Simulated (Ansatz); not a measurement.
# Fields on a plane of Co2C (space group Pnnm)

```yaml
crystal:
  lattice:
    - [4.30107, 0.00000, 0.00000]
    - [0.00000, 4.31411, 0.00000]
    - [0.00000, 0.00000, 2.84028]
  atoms:
    - { symbol: Co, position: [0.35276, 0.25620, 0.00000] }
    - { symbol: Co, position: [0.64724, 0.74380, 0.00000] }
    - { symbol: Co, position: [0.14724, 0.75620, 0.50000] }
    - { symbol: Co, position: [0.85276, 0.24380, 0.50000] }
    - { symbol: C, position: [0.00000, 0.00000, 0.00000] }
    - { symbol: C, position: [0.50000, 0.50000, 0.50000] }
```

The slice is a (100) plane (indices of the conventional cell) through the point (0.500, 0.500, 0.500) (fractional), spanned by u = [001] and v = [010] in vectors of this cell: u (2.84 Å) and v (4.31 Å, at 90° to u). It covers one period; positions are fractions (u, v).

Atoms on it: C at (0.00, 0.00). Other atoms lie within 1 Å of the plane.

Computed with PBEsol (plane waves to 420 eV, PAW, scalar-relativistic; Ansatz, a quantum-chemistry and plane-wave program). k mesh 11×11×16. Near the nuclei the fields are pseudised (PAW); where an atom keeps semicore shells as valence, they peak there. Co2C is run without spin polarisation. Co2C was relaxed with its symmetry unable to fall.

```
|xxx8985210125898xx|
|xx799731000137997x|
|789984100000148998|
|999852000000025899|
|998631001110013689|
|775310012321001357|
|443100013331000134|
|222100012321000122|
|111000011211000011|
|111000001110000011|
|001000000000000010|
|001110000000001110|
|001111111111111110|
|001112222222221110|
|001111111111111110|
|001110000000001110|
|001000000000000010|
|111000001110000011|
|111000011211000011|
|222100012321000122|
|443100013331000134|
|775310012321001357|
|998631001110013689|
|999852000000025899|
|789984100000148998|
|xx799731000137997x|
|xxx8985210125898xx|
|xxx8996311136998xx|
```
Scale: ten equal steps from 0.14 (start of '0') to 0.75 (end of '9'), in the order '0123456789'. Values: electron localisation function (ELF). The map has 18 points along u (one character each, u = 0 at the left) and 28 along v (v = 0 in the bottom row). Points within 0.4 Å of a nucleus are blanked (x), as the pseudised field means little there.

```
|xxxxxxxxxx001122221122221100xxxxxxxx|
|xxxxxxxxxx000000000000000000xxxxxxxx|
|xxxxxxxxxx000000000000000000xxxxxxxx|
|xxxxxxxx00000000xxxxxx00000000xxxxxx|
|xxxx0000000000xxxxxxxxxx0000000000xx|
|33333322000000xxxxxxxxxx000000223333|
|665555330000xxxxxxxxxxxxxx0000335555|
|77776644110000xxxxxxxxxx000011446677|
|88777755330000xxxxxxxxxx000033557777|
|888877664411000000000000001144667788|
|999988776644110000000000114466778899|
|999999887766443311111133446677889999|
|999999888877665544444455667788889999|
|999999998877665555555555667788999999|
|999999888877665544444455667788889999|
|999999887766443311111133446677889999|
|999988776644110000000000114466778899|
|888877664411000000000000001144667788|
|88777755330000xxxxxxxxxx000033557777|
|77776644110000xxxxxxxxxx000011446677|
|665555330000xxxxxxxxxxxxxx0000335555|
|33333322000000xxxxxxxxxx000000223333|
|xxxx0000000000xxxxxxxxxx0000000000xx|
|xxxxxxxx00000000xxxxxx00000000xxxxxx|
|xxxxxxxxxx000000000000000000xxxxxxxx|
|xxxxxxxxxx000000000000000000xxxxxxxx|
|xxxxxxxxxx001122221122221100xxxxxxxx|
|xxxxxxxxxxxx11222222222211xxxxxxxxxx|
```
Scale: ten equal steps from 6.00 (start of '0') to 14.96 (end of '9'), in the order '0123456789'. Values: electrostatic potential energy of an electron, from the cell's mean, in eV. The map has 18 points along u (two characters each, u = 0 at the left) and 28 along v (v = 0 in the bottom row). Points within 0.8 Å of a nucleus are blanked (x), as the pseudised field means little there. Values under 6 eV are set to 6. The zero, the cell's mean, hangs on the PAW cores.
